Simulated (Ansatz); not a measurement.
Input and command of a plane-wave DFT calculation in Ansatz:

```yaml
crystal:
  lattice:
    - [0.0, 2.5823482574, 2.5823482574]
    - [2.5823482574, 0.0, 2.5823482574]
    - [2.5823482574, 2.5823482574, 0.0]
  atoms:
    - { symbol: W, position: [0.0, 0.0, 0.0] }
    - { symbol: Se, position: [0.5, 0.5, 0.5] }
basis:
  ecutwfc: 420
kpoints:
  mp_grid: { grid: [14, 14, 14] }
hamiltonian:
  xc: pbesol
  hubbard: { sites: [{ species: W, l: d, u_eff: 4.0 }] }
scf:
  occupations: { method: gaussian, width: 0.05 }
output:
  forces: true
  stress: true
  eigenvalues: true
```

```bash
ansatz run input.yaml --threads 1 --pin off --max-ram 2560MiB --backend cpu --events-out ev --progress --plain --runs-dir out
```

Processor: Intel(R) Xeon(R) Platinum 8259CL CPU @ 2.50GHz (Skylake/Cascade Lake), 1 thread, on a host shared with other jobs.

Q: Estimate time, memory and problem size.

A: About 16 s on 1 thread of Intel(R) Xeon(R) Platinum 8259CL CPU @ 2.50GHz (Skylake/Cascade Lake), on a shared host, peak memory 0.45 GiB. It solves 19 bands at 104 k points (the mesh reduced by symmetry) with about 645 plane waves, in 10 SCF iterations.
